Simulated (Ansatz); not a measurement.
Relaxation of a relaxed Bi2Te3 cell, doubled along one cell vector, shaken by Gaussian noise of σ = 0.08 Å a coordinate; 10 atoms in the cell, which starts as P1 (No. 1), aP10; a = 4.409 Å, b = 4.409 Å, c = 22.035 Å, α = 90.00°, β = 90.00°, γ = 120.00°. These are r2SCAN (plane waves to 500 eV, PAW, scalar-relativistic; Ansatz, a first-principles code) values and carry that method's errors. Γ-centred k-mesh 6×6×1 on the run's cell (coarser than for final values), Fermi–Dirac smearing 0.05 eV. This is the first round of the run. 

The optimiser's lines from the output (shortened; P is positive under compression):

```
relax step   1: F+E_penalty+E_count = -91615.38688457 eV  Δ(F+E_penalty+E_count) = +0.000e0 eV  max|allowed force component| = 1.711e0 eV/Å  Δτ_max = 0.0000 Å  P = +0.424 GPa  Ω = 370.950 Å³  (10 SCF iters, dr2 threshold 1.00e-7 eV, accepted)
relax step   2: F+E_penalty+E_count = -91615.77038400 eV  Δ(F+E_penalty+E_count) = -3.835e-1 eV  max|allowed force component| = 5.567e-1 eV/Å  Δτ_max = 0.1983 Å  P = -0.408 GPa  Ω = 376.674 Å³  (10 SCF iters, dr2 threshold 1.00e-6 eV, accepted)
relax step   3: F+E_penalty+E_count = -91615.83855948 eV  Δ(F+E_penalty+E_count) = -6.818e-2 eV  max|allowed force component| = 9.101e-2 eV/Å  Δτ_max = 0.1214 Å  P = -0.210 GPa  Ω = 370.179 Å³  (9 SCF iters, dr2 threshold 1.00e-6 eV, accepted)
relax step   4: F+E_penalty+E_count = -91615.85047046 eV  Δ(F+E_penalty+E_count) = -1.191e-2 eV  max|allowed force component| = 2.132e-2 eV/Å  Δτ_max = 0.0665 Å  P = -0.018 GPa  Ω = 370.859 Å³  (10 SCF iters, dr2 threshold 5.18e-7 eV, accepted)
relax step   5: F+E_penalty+E_count = -91615.85081386 eV  Δ(F+E_penalty+E_count) = -3.434e-4 eV  max|allowed force component| = 8.951e-3 eV/Å  Δτ_max = 0.0159 Å  P = -0.009 GPa  Ω = 370.775 Å³  (8 SCF iters, dr2 threshold 2.84e-8 eV, accepted)
relax step   6: F+E_penalty+E_count = -91615.85086763 eV  Δ(F+E_penalty+E_count) = -5.377e-5 eV  max|allowed force component| = 1.250e-3 eV/Å  Δτ_max = 0.0046 Å  P = -0.001 GPa  Ω = 370.707 Å³  (9 SCF iters, dr2 threshold 1.84e-9 eV, accepted)
relax step   7: F+E_penalty+E_count = -91615.85083353 eV  Δ(F+E_penalty+E_count) = +3.410e-5 eV  max|allowed force component| = 1.251e-3 eV/Å  Δτ_max = 0.0000 Å  P = -0.001 GPa  Ω = 370.707 Å³  stress off target by 3.64e-3 GPa  SCF on the basis re-selected at this cell (its energy is not comparable with the rows above)  (7 SCF iters)
```

From the first to the last row the energy changes by -0.05 eV/atom and the volume by -0.1 %. The last row is marked as not comparable with the walk above it, whose basis was carried along; it does compare with step 1, since both stand on a basis selected at the nominal cutoff for their own cell.

Later rounds, restarted from the end of this one on a renewed k-mesh, logged 4 more steps and released under 1 meV/atom more. The final structure after all rounds: P-3m1 (No. 164), hP5; a = b = 4.409 Å, c = 11.017 Å, α = β = 90.00°, γ = 120.00°. No spin polarisation in the result.

The relaxed structure here is a generated cell of Bi2Te3: the first start was made by placing the elements on the sites of a structure type, and the end was not matched to a known phase here, so it may be hypothetical. Known forms of Bi2Te3 include space group No. 166.
